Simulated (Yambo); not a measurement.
Cs2ScAgCl6 (space group Fm-3m, No. 225), G0W0@LDA in Yambo with this input:

```
rim_cut
gw0
dyson
el_el_corr
HF_and_locXC
ppa
em1d
RandQpts= 1000000
RandGvec= 1 Ry
EXXRLvcs= 86 Ry
VXCRLvcs= 344 Ry
Chimod= "HARTREE"
% BndsRnXp
 6 | 315 |
%
NGsBlkXp= 6 Ry
% LongDrXp
 1.0 | 1.0 | 1.0 |
%
PPAPntXp= 27.2114 eV
% GbndRnge
 1 | 315 |
%
GTermKind= "BG"
DysSolver= "n"
ExtendOut
```

On a 2×2×2 mesh, with wavefunctions cut at 86 Ry, the gap (L → X) is 5.998 eV and the valence edge shifts by -1.251 eV.

Problem. What happens with this change: no random integration?

Solution. The gap falls by 0.085 eV, to 5.913 eV; the shift of the valence edge becomes -1.020 eV. Neither run is shown to be the converged limit.

Spin-orbit coupling is not included.

Geometry of the Materials Project entry, not relaxed at this level; primitive cell a = 7.496 Å, b = 7.496 Å, c = 7.496 Å, α = 60.00°, β = 60.00°, γ = 60.00°.

The structure is a Materials Project entry; no match was found in the copy of COD used, and its stability was not checked.

A shift is the quasiparticle energy of the state minus its LDA energy.
